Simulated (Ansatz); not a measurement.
SnSe (Pnma) from a database of computed structures was put through Ansatz (plane waves). The cell was relaxed with r2SCAN and then strained (uniaxial +1.0 % along z, other directions held), with the atoms relaxed again with r2SCAN; k points keep the names of the unstrained zone.

The cell:
```xyz
8
Lattice="11.7393 0.0000 0.0000 0.0000 4.1295 0.0000 0.0000 0.0000 4.7350" Properties=species:S:1:pos:R:3 pbc="T T T"
Sn    7.2927    3.0971    1.7758
Sn   10.3162    1.0324    4.1433
Sn    4.4466    1.0324    2.9591
Sn    1.4231    3.0971    0.5916
Se    1.7444    1.0324    2.4103
Se    7.6141    1.0324    4.6921
Se    4.1252    3.0971    0.0428
Se    9.9948    3.0971    2.3247
```

The log, with set-up remarks and timings taken out:
```
scf.n_extra_bands = 6 over 60 filled bands (N_el = 120.0): the run solves 66 bands
Pseudopotential: Sn, paw, valence charge 14, recommended cutoff 420 eV (normal)
Pseudopotential: Se, paw, valence charge 16, recommended cutoff 420 eV (normal)
Functional definition: PBE
Crystal: 8 atoms, lattice volume = 229.537 Å³
Basis set: ecut = 420 eV, 4477 PW (Γ)
Symmetry: 8 space group operations
Space group: Pnma (ITA 62)
k-points: 32 of 72
preconditioner: auto → Resta (q_TF=auto, 2.449 Å⁻¹)  ε∞=3.0  [insulator: Δε(μ)=0.788 eV  σ=0.020 eV  ℏωp=21.9 eV]
SCF 1 converged in 7 iterations: F = -45976.607647 eV  dr2 = 1.30e-8
Free energy (F): -45976.607647 eV
Fermi energy:    8.304866 eV
--- Per-component energies (eV) ---
  E_band       = -1989.469919
  E_kinetic    = 1214.561240
  E_local      = -13988.011260
  E_nonlocal   = -2513.955917
  E_hartree    = 7301.933329
  E_xc         = -1948.564864
  E_vxc        = -777.374663
  E_paw        = -24180.192937
  E_vpaw       = -528.555915
  E_ewald      = -11862.374811
--- Forces (eV/Å), atoms counted from 1 ---
  atom   1  Sn    -0.17025      0.00000      0.15254
  atom   2  Sn      0.17025      0.00000      0.15254
  atom   3  Sn      0.17025      0.00000    -0.15254
  atom   4  Sn    -0.17025      0.00000    -0.15254
  atom   5  Se    -0.12451      0.00000      0.16042
  atom   6  Se    -0.12451      0.00000    -0.16042
  atom   7  Se      0.12451      0.00000      0.16042
  atom   8  Se      0.12451      0.00000    -0.16042
--- Stress (GPa, compression-positive) ---
        1.051480       0.000000       0.000000
        0.000000       1.108705       0.000000
        0.000000       0.000000       0.671969
  P = ⅓ Tr σ = 0.9441 GPa (9.441 kbar)
--- Band table (eV; the first three rows and the last of 32) ---
  k-point 0: bands = […, 6.0828, 6.2137, 6.5634, 7.0814, 7.2673, 7.7371, 8.9861, 10.5705, 10.6641, 10.7229, …]
  k-point 1: bands = […, 6.1315, 6.5385, 6.5654, 6.9302, 7.4484, 7.6891, 9.1095, 9.8555, 10.6636, 10.7012, …]
  k-point 2: bands = […, 6.1920, 6.4849, 6.6804, 7.4411, 7.5055, 7.9059, 9.0580, 9.6556, 9.6617, 10.2288, …]
  k-point 31: bands = […, 4.5667, 4.5667, 6.6593, 6.6593, 6.6593, 6.6593, 10.5216, 10.5216, 10.5216, 10.5216, …]
```

The file bands.tsv (bands near the Fermi energy, numbered from 0, rounded):
```tsv
# k_distance	band_55	band_56	band_57	band_58	band_59	band_60	band_61	band_62	band_63
# fermi_ev = 8.304866
# [0, 0, 0] at k_distance = 0.000000
# [0.5, 0, 0] at k_distance = 0.267614
# [0.5, 0.5, 0] at k_distance = 1.028387
# [0, 0.5, 0] at k_distance = 1.296002
# [0, 0, 0.5] at k_distance = 2.305453
# [0.5, 0, 0.5] at k_distance = 2.573067
# [0.5, 0.5, 0.5] at k_distance = 3.333840
# [0, 0.5, 0.5] at k_distance = 3.601455
# [0, 0.3333333333, 0] at k_distance = 4.311754
# [0, 0, 0.317708] at k_distance = 4.971278
# [0, 0.34375, 0] at k_distance = 5.643068
# levels_relative_to = fermi_ev
0.000	-2.091	-1.741	-1.224	-1.038	-0.568	0.681	2.266	2.359	2.418
0.268	-2.174	-1.946	-1.946	-0.764	-0.764	2.073	2.073	2.172	2.172
1.028	-2.403	-1.533	-1.533	-1.533	-1.533	1.143	1.143	1.143	1.143
1.296	-2.103	-1.441	-1.441	-1.299	-1.299	0.868	0.868	0.931	0.931
2.305	-1.701	-1.205	-1.205	-0.524	-0.524	1.023	1.023	1.509	1.509
2.573	-2.100	-0.917	-0.917	-0.557	-0.557	1.064	1.064	1.507	1.507
3.334	-3.738	-1.646	-1.646	-1.646	-1.646	2.217	2.217	2.217	2.217
3.601	-3.258	-2.286	-2.286	-1.515	-1.515	2.356	2.356	2.581	2.581
4.312	-1.961	-1.758	-1.180	-1.102	-0.740	0.399	1.188	1.372	1.603
4.971	-1.805	-1.641	-0.955	-0.788	-0.389	0.772	1.291	1.437	1.998
5.643	-1.949	-1.740	-1.205	-1.114	-0.779	0.394	1.200	1.321	1.532
```
In order the rows are Γ, X, S, Y, Z, U, R, T, Γ–Y (0.67), Γ–Z (0.64), Γ–Y (0.69).

Question: Reconstruct the input.

Answer:
```yaml
crystal:
  # lattice and atoms as above
kpoints:
  mp_grid: { grid: [2, 6, 6] }
  band_path:
    path:
      - [0.0, 0.0, 0.0]
      - [0.5, 0.0, 0.0]
      - [0.5, 0.5, 0.0]
      - [0.0, 0.5, 0.0]
      - [0.0, 0.0, 0.5]
      - [0.5, 0.0, 0.5]
      - [0.5, 0.5, 0.5]
      - [0.0, 0.5, 0.5]
      - [0.0, 0.3333333333, 0.0]
      - [0.0, 0.0, 0.317708]
      - [0.0, 0.34375, 0.0]
    npoints: 1
hamiltonian:
  xc: pbe
scf:
  occupations: { method: fermi_dirac, width: 0.02 }
  n_extra_bands: 6
output:
  forces: true
  stress: true
  eigenvalues: true
```
A single point prints forces and stress when the output block asks for them. Not every key shows in the log; this is the file that was used, less any keys that only write grids.

Command: `ansatz run input.yaml --threads 2 --pin off --max-ram 20275MiB --backend cpu --events-out ev --progress --plain --runs-dir out`. It took 12 s on 2 threads of AMD EPYC 7R13 Processor (Zen 3), on a shared host; peak host memory 0.94 GiB.

Calculated for a static, non-magnetic cell.

No spin-orbit coupling is included; it can move band edges with weight on the heavy atoms by tenths of an eV.
